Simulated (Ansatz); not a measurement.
Band table of SbRu (zincblende type)

```
Ru Sb
1.0
     0.00000    2.91037    2.91037
     2.91037    0.00000    2.91037
     2.91037    2.91037    0.00000
Ru Sb
1 1
Direct
  0.00000 0.00000 0.00000
  0.25000 0.25000 0.25000
```

The cell comes from a relaxation on PAW files under the same functional, begun from a prototype that needn't be the stable phase.

Level of theory: DFT with PBEsol, scalar-relativistic, in Ansatz 0.2.0; a Γ-centred 12×12×12 k mesh, Fermi–Dirac smearing of 0.08 eV, no spin polarisation. LAPW: all electrons, basis error target 1 meV/atom.

Spin–orbit coupling is left out, which matters for the heavy atoms.

Path points, in fractions of the reciprocal vectors: Γ (0.000, 0.000, 0.000), X (-0.500, -0.500, 0.000), U (-0.375, -0.375, 0.250), K (-0.375, 0.000, 0.375), L (0.000, 0.000, 0.500), W (-0.500, -0.250, 0.250). The distance column jumps between branches of the path. Levels in eV from the Fermi level; bands 22 to 31, counted from the lowest band of the run. The gap is zero, the pressure 0.01 GPa.

```
# k(1/Å) point b22 b23 b24 b25 b26 b27 b28 b29 b30 b31
0.000 Γ -10.54 -3.15 -3.15 -3.15 -1.01 -1.01 4.74 5.57 5.57 5.57
0.154 - -10.47 -3.23 -3.12 -3.12 -1.05 -0.99 4.52 5.08 5.08 5.87
0.308 - -10.27 -3.44 -3.02 -3.02 -1.18 -0.96 4.08 4.14 4.14 6.06
0.463 - -9.97 -3.72 -2.84 -2.84 -1.34 -0.91 3.14 3.14 3.33 5.70
0.617 - -9.60 -4.00 -2.61 -2.61 -1.48 -0.85 2.19 2.19 2.26 5.59
0.771 - -9.23 -4.23 -2.32 -2.32 -1.53 -0.79 1.16 1.37 1.37 5.68
0.925 - -8.94 -4.38 -2.04 -2.04 -1.44 -0.75 0.26 0.76 0.76 5.84
1.079 X -8.83 -4.44 -1.91 -1.91 -1.34 -0.74 -0.13 0.52 0.52 5.94
1.134 - -8.83 -4.43 -1.92 -1.92 -1.33 -0.75 -0.18 0.55 0.55 5.97
1.188 - -8.83 -4.39 -1.95 -1.94 -1.34 -0.77 -0.29 0.60 0.62 6.02
1.243 - -8.83 -4.34 -1.99 -1.98 -1.36 -0.79 -0.40 0.64 0.74 6.07
1.298 - -8.84 -4.26 -2.05 -2.03 -1.43 -0.83 -0.46 0.66 0.90 6.10
1.352 - -8.85 -4.17 -2.12 -2.11 -1.51 -0.87 -0.44 0.66 1.08 6.12
1.407 - -8.86 -4.07 -2.27 -2.18 -1.57 -0.91 -0.36 0.63 1.29 6.15
1.461 U -8.88 -3.95 -2.46 -2.25 -1.58 -0.95 -0.24 0.59 1.51 6.17
2.122 K -8.88 -3.95 -2.46 -2.25 -1.58 -0.95 -0.24 0.59 1.51 6.17
2.286 - -8.99 -3.57 -3.09 -2.45 -1.34 -1.07 0.26 0.40 2.28 6.29
2.449 - -9.22 -3.54 -3.23 -2.62 -1.17 -0.95 0.37 0.90 3.12 6.50
2.613 - -9.55 -3.69 -3.03 -2.77 -1.22 -0.85 1.02 1.65 3.96 6.80
2.776 - -9.92 -3.62 -2.98 -2.91 -1.20 -0.94 2.20 2.53 4.71 6.68
2.940 - -10.24 -3.42 -3.04 -3.03 -1.12 -1.00 3.41 3.68 5.25 6.04
3.103 - -10.46 -3.23 -3.12 -3.12 -1.04 -1.01 4.36 4.96 5.51 5.59
3.267 Γ -10.54 -3.15 -3.15 -3.15 -1.01 -1.01 4.74 5.57 5.57 5.57
3.401 - -10.49 -3.21 -3.13 -3.13 -1.02 -1.02 4.44 5.41 5.41 5.45
3.534 - -10.34 -3.35 -3.07 -3.07 -1.05 -1.05 3.48 5.02 5.02 5.55
3.668 - -10.11 -3.53 -2.99 -2.99 -1.06 -1.06 2.31 4.55 4.55 5.69
3.801 - -9.84 -3.72 -2.92 -2.92 -1.04 -1.04 1.20 4.05 4.05 5.69
3.935 - -9.57 -3.86 -2.86 -2.86 -0.98 -0.98 0.28 3.61 3.61 5.60
4.068 - -9.36 -3.95 -2.84 -2.84 -0.91 -0.91 -0.33 3.30 3.30 5.51
4.202 L -9.28 -3.97 -2.83 -2.83 -0.87 -0.87 -0.54 3.19 3.19 5.47
4.311 - -9.26 -3.94 -2.86 -2.81 -0.88 -0.87 -0.55 2.95 3.10 5.64
4.420 - -9.21 -3.86 -2.95 -2.73 -0.95 -0.88 -0.53 2.43 2.86 5.98
4.529 - -9.12 -3.74 -3.06 -2.59 -1.09 -0.87 -0.47 1.81 2.51 6.38
4.638 - -9.02 -3.62 -3.16 -2.39 -1.27 -0.87 -0.38 1.18 2.11 6.83
4.747 - -8.93 -3.58 -3.17 -2.13 -1.44 -0.88 -0.31 0.61 1.75 7.32
4.856 - -8.86 -3.61 -3.12 -1.95 -1.41 -0.92 -0.39 0.26 1.50 7.77
4.965 W -8.84 -3.63 -3.09 -1.94 -1.19 -1.05 -0.52 0.20 1.40 7.96
5.042 - -8.84 -3.73 -2.96 -1.94 -1.20 -1.04 -0.52 0.22 1.38 7.69
5.119 - -8.84 -3.91 -2.72 -1.93 -1.22 -1.01 -0.51 0.26 1.31 7.24
5.196 - -8.84 -4.09 -2.46 -1.93 -1.25 -0.95 -0.49 0.33 1.19 6.81
5.274 - -8.83 -4.24 -2.22 -1.92 -1.29 -0.88 -0.45 0.40 1.03 6.44
5.351 - -8.83 -4.35 -2.05 -1.92 -1.31 -0.80 -0.36 0.46 0.83 6.17
5.428 - -8.83 -4.41 -1.95 -1.91 -1.33 -0.75 -0.22 0.51 0.63 6.00
5.505 X -8.83 -4.44 -1.91 -1.91 -1.34 -0.74 -0.13 0.52 0.52 5.94
```
